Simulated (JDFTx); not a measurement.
```json
{
  "surface": "ScAl3(110), Al outermost, slab composition Sc3Al11",
  "bulk": "ScAl3, Pm-3m, lattice of mp-2121 (not re-optimised)",
  "slab": "14 atoms in 7 planes, 1x1, 8.6 Å between the outermost planes",
  "in-plane cell": "4.088 × 5.781 Å, 23.63 Å²",
  "cell_height": "24.7 Å",
  "sampling": "6×4×1 k mesh, Fermi smearing 0.01 Ha, no spin polarisation"
}
```

Whether this polymorph is the ambient one wasn't checked. Neither spin polarisation nor a larger cell was tried.

All numbers are PBE, GBRV ultrasoft potentials, plane waves to 20/100 Ha results from a modified build of JDFTx, not measurements. Liquid: linear PCM (GLSSA13), water, 1 M KCl; nuclei fixed. Potentials are counted from the potential of zero charge; σ repeats to about 1 %.

| U − U_pzc (V) | σ (μC/cm², per face) |
|---|---|
| -0.71 | -11.38 |
| -0.48 | -8.00 |
| -0.16 | -2.82 |
| 0.14 | 2.81 |
| 0.29 | 6.08 |
| 0.49 | withheld |

**Question.** Fit σ = C₀x + bx² (x = U − U_pzc) to the other rows by least squares, predict the withheld value, and compare with the run.

**Answer.** The fit gives C₀ (μF/cm²) = 19.3, b (μF/cm²/V) = 4.75, with a root-mean-square miss of 0.11 μC/cm² on its own rows. It predicts 10.6 μC/cm²; the run gives 11.4 μC/cm², a miss of 0.8 μC/cm².
